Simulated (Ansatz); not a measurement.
The relaxed structure here is a generated cell of InSb: the first start was made by placing the elements on the sites of a structure type, and the end was not matched to a known phase here, so it may be hypothetical. Known forms of InSb include space group No. 216.

A relaxed structure of InSb. Space group P6₃mc (No. 186), AFLOW prototype AB_hP8_186_ab_ab (B5, as in SiC). Calculation: r2SCAN (plane waves to 500 eV, PAW, scalar-relativistic; Ansatz, a quantum-chemistry and plane-wave program).

```cif
data_In4Sb4
_chemical_formula_sum 'In4 Sb4'
_space_group_name_H-M_alt 'P63mc'
_space_group_IT_number 186
_space_group_name_Hall 'P 6c -2c'
_cell_length_a 4.62938
_cell_length_b 4.62938
_cell_length_c 15.18354
_cell_angle_alpha 90.000
_cell_angle_beta 90.000
_cell_angle_gamma 120.000
loop_
_atom_site_label
_atom_site_type_symbol
_atom_site_symmetry_multiplicity
_atom_site_Wyckoff_symbol
_atom_site_fract_x
_atom_site_fract_y
_atom_site_fract_z
_atom_site_occupancy
In1 In 2 a 0.00000 0.00000 0.49982 1
In2 In 2 b 0.33333 0.66667 0.25023 1
Sb1 Sb 2 a 0.00000 0.00000 0.31310 1
Sb2 Sb 2 b 0.33333 0.66667 0.06249 1
```

- Volume per atom: 35.23 Å³
- Band gap: 0.04 eV, direct at Γ (no spin-orbit coupling)
- Shortest distances: In–Sb 2.84 Å
- k-mesh: 12×12×3

Band energies at high-symmetry points (eV from the VBM; labels of this space group; no spin-orbit coupling), from −5 eV up to 3.2 eV:

```json
[
 {"point": "Γ", "energies": "-3.64 -3.62 -1.03 -1.03 -0.61 -0.61 -0.58 -0.58 -0.08 0.00 0.00 0.04 0.67 1.00 1.23 3.15 3.15"},
 {"point": "M", "energies": "-2.96 -2.65 -2.25 -1.74 -1.74 -1.73 -1.28 -1.02 0.92 1.15 1.45 2.07 2.41"},
 {"point": "K", "energies": "-3.37 -3.37 -2.64 -2.64 -2.44 -1.90 -1.90 -1.46 1.88 2.54 2.54 3.14 3.14"},
 {"point": "A", "energies": "-1.85 -1.85 -0.91 -0.91 -0.91 -0.91 -0.20 -0.20 -0.20 -0.20 0.78 0.78 1.20 1.20"},
 {"point": "L", "energies": "-2.64 -2.64 -2.11 -2.11 -1.77 -1.77 -1.26 -1.26 1.36 1.36 1.78 1.78 2.64 2.64"},
 {"point": "H", "energies": "-3.28 -3.28 -2.83 -2.83 -2.00 -2.00 -1.75 -1.75 2.06 2.06 2.79 2.79"}
]
```

No spin polarisation in the result. Without spin-orbit coupling the bands of the heavy element are not split, so the gap can be far off.

The run could not lose the symmetry of its start, so the end can be a saddle point.
